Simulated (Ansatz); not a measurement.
## Stationary points along a deformation path in Al

Computed with DFT PBEsol+D3(BJ), scalar-relativistic, plane waves, PAW (Ansatz 0.2.0). Settings: plane waves to 420 eV, k-mesh 22×22×22 (Γ-centred), Gaussian smearing 0.15 eV. No spin polarisation. Energies are free energies at this smearing, counted from the undisturbed cell; pressure is positive in compression.

Reference structure (as given, not relaxed at this level; it stands at -5.0 GPa):

```
Al
1.0
     0.00000    2.02398    2.02398
     2.02398    0.00000    2.02398
     2.02398    2.02398    0.00000
Al
1
Direct
  0.00000 0.00000 0.00000
```

At fixed volume and fractional coordinates, lengths along (0.000, 0.000, 1.000) are scaled against those across it; ρ is that ratio over its starting value. V = 16.582 Å³/atom. Δσ is the stress along the axis less the mean stress across it (compression positive).

```
    ρ  ΔE (meV/atom)  Δσ (GPa) space group
0.650           89.4     -2.08       I4/mmm
0.707           95.8      0.00        Im-3m
0.780           83.0      4.40       I4/mmm
0.850           45.0      7.04       I4/mmm
0.920           13.5      4.37       I4/mmm
0.960            3.5      2.20       I4/mmm
1.000            0.0      0.00        Fm-3m
1.050            5.4     -2.66       I4/mmm
1.100           17.9     -5.19       I4/mmm
1.200           69.8    -12.12       I4/mmm
1.300          155.8    -19.12       I4/mmm
1.414          295.1    -29.05       I4/mmm
1.500          423.8    -34.05       I4/mmm
```

Problem. How does the stress give the slope of the energy, and where is the energy stationary?

Solution. Along the path d ln(length) is 2/3 d ln ρ on the axis and −1/3 d ln ρ across it, so dE/d ln ρ = −(2/3) V Δσ: the energy falls with ρ where Δσ is positive. Δσ vanishes or changes sign at ρ = 0.707 (Im-3m), a maximum at 95.8 meV/atom; at ρ = 1.000 (Fm-3m), a minimum at 0.0 meV/atom. Pairs of stationary points between two samples would go unseen, and could change a minimum read from distant neighbours into a maximum. At ρ = 0.707, 1.000 the cell is cubic, where symmetry alone makes the stress isotropic and the slope zero.

Problem. Which shear constant sets the curvature at ρ = 1?

Solution. For a cubic crystal E/V = (2/3) C (ln ρ)² with C = C′ = (C11 − C12)/2, so Δσ = −2C ln ρ. The parabola of Δσ against ln ρ through ρ = 0.960, 1 and 1.050 gives C ≈ 27 GPa with the ions clamped, rough because the steps are large. It is the stress–strain coefficient at this cell's pressure of -5.0 GPa, not the zero-pressure constant.

Problem. Integrate that slope from ρ = 1 to 0.850 by the trapezoid rule.

Solution. With V/N in Å³ and 1 eV/Å³ = 160.2 GPa the slopes at ρ = 1.000, 0.960, 0.920, 0.850 are 0, -152, -301, -486 meV/atom per unit of ln ρ. The steps add 3.1 + 9.6 + 31.1 = 43.9 meV/atom, against 45.0 from the energies; the trapezoid rule misses the curvature of the slope within each step.

In a metal these slopes depend on the k mesh and the smearing.

Cost: 13 runs of about 1.2 core-minutes in all, on Arm Neoverse V1 (shared hosts).